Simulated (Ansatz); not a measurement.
GaP:
```
CELL_PARAMETERS angstrom
      3.19404     0.00000     0.00000
      0.00000     3.19404     0.00000
      0.00000     0.00000     3.19404
ATOMIC_POSITIONS crystal
  Ga 0.00000 0.00000 0.00000
  P  0.50000 0.50000 0.50000
```

Relaxed with r²SCAN. Special points in fractions of this cell's reciprocal vectors: Γ (0.000, 0.000, 0.000); X (0.000, 0.500, 0.000); M (0.500, 0.500, 0.000); R (0.500, 0.500, 0.500).

Question: List the band energies nearest the Fermi level at these points for plane-wave PAW r²SCAN with spin–orbit coupling (Ansatz code).

Answer: In eV from the Fermi level; about four levels below and three above (degenerate sets whole), none deeper than 8.9 eV; … stands for higher levels left out; points with the same levels are listed once.

| k | below | above |
|---|---|---|
| Γ | -0.99 -0.99 -0.99 -0.99 -0.81 -0.81 | 4.60 4.60 4.60 4.60 |
| X | – | 1.10 1.10 1.15 1.15 |
| M | -6.12 -6.12 -4.98 -4.98 | 2.06 2.06 8.09 8.09 |
| R | -0.83 -0.83 -0.83 -0.83 | … |

Space group Pm-3m (CsCl type). A made-up cell: these elements were put on the sites of a structure type; neither database checked (COD, Materials Project) lists it. It is not the phase usual at ambient conditions (space group No. 216). The r²SCAN relaxation kept the symmetry of its start. At this level the phase is mechanically unstable.

Potentials: the earlier of the program's two PAW sets.
